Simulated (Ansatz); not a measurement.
## BiClO: do energies and stresses tell the same story?

Method: DFT PBEsol, scalar-relativistic, plane waves, PAW (Ansatz).

Settings: cutoff 420 eV, Γ-centred mesh 6×6×4 on the computed 6-atom cell, Gaussian smearing of 0.02 eV; no spin polarisation.

Relaxed cell: P4/nmm, a = 3.879 Å, b = 3.879 Å, c = 7.364 Å, α = 90.00°, β = 90.00°, γ = 90.00°, 6 atoms in the primitive cell.

Energies at zero smearing and pressures from the stress tensor, at volumes with shape and atoms relaxed:
```csv
V (Å³/atom),E − E(first) (meV/atom),P (GPa)
17.361,0.00,4.02
17.915,-9.50,1.63
18.470,-12.08,0.03
19.024,-10.59,-0.84
19.578,-7.45,-1.06
```

Task: Check P = −dE/dV between neighbouring volumes, and get the bulk modulus from the pressures alone.

Result: With 1 eV/Å³ = 160.2 GPa:
```
middle V (Å³/atom)  −ΔE/ΔV (GPa) mean P (GPa)
            17.638         2.746         2.829
            18.192         0.748         0.831
            18.747        -0.433        -0.406
            19.301        -0.907        -0.951
```

The two differ by 0.08 GPa at most. The mean of two end pressures misses the average over a step by about ΔV² P″/12, up to 0.07 GPa here; with that taken off 0.09 GPa remains, from the finite cutoff, the mesh or the relaxation's tolerance. Around V = 18.470 Å³/atom, the two neighbours give B = −V ΔP/ΔV = 18.470 × 2.47 / 1.108 = 41.2 GPa, against B0 = 37.2 GPa from the Birch–Murnaghan fit of the energies, which describes these points poorly (B0' = 21.2).

Spin–orbit coupling is left out, which can shift energies with elements as heavy as these.

Cost: 6 runs of about 4.9 core-minutes in all, on Intel Xeon Platinum 8259CL (Skylake/Cascade Lake) (shared hosts).